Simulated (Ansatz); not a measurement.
**Two states of GdGe**

```
Gd Ge
1.0
     4.38733    0.00000    0.00000
     2.19367   -5.46940    0.00000
     0.00000    0.00000   -8.03507
Gd Ge
2 2
Direct
  0.14130 0.71740 0.75000
  0.85870 0.28260 0.25000
  0.42200 0.15600 0.75000
  0.57800 0.84400 0.25000
```

Method: r2SCAN, with U_eff = 6.52 eV on Gd f (all-electron-ortho-atomic projectors); PAW, plane waves to 500 eV, 6×6×3 Γ-centred mesh, cold occupations (width 0.0294 eV) (Ansatz 0.2.0), atoms fixed.

State A: Gd1 up, Gd2 down (collinear spin). State B: Gd1 up, Gd2 up (collinear spin).

Task: Which state is lower, and how do they differ?

Result: State A is lower by 5.0 meV an atom at zero smearing. So small a gap isn't resolved on this mesh where a state is a metal.

```
state  free energy (meV/atom)  largest moment in a small sphere (μB)  net moment (μB/cell)  gap on mesh (eV)  pressure (GPa)  largest force (eV/Å)
    A                     0.0                                   7.23                  0.00             metal            -8.4                  0.63
    B                     5.1                                   7.22                 15.06             metal            -8.4                  0.57
```

Origin: a known structure type with other elements, at an estimated volume, so it need not be a known compound.
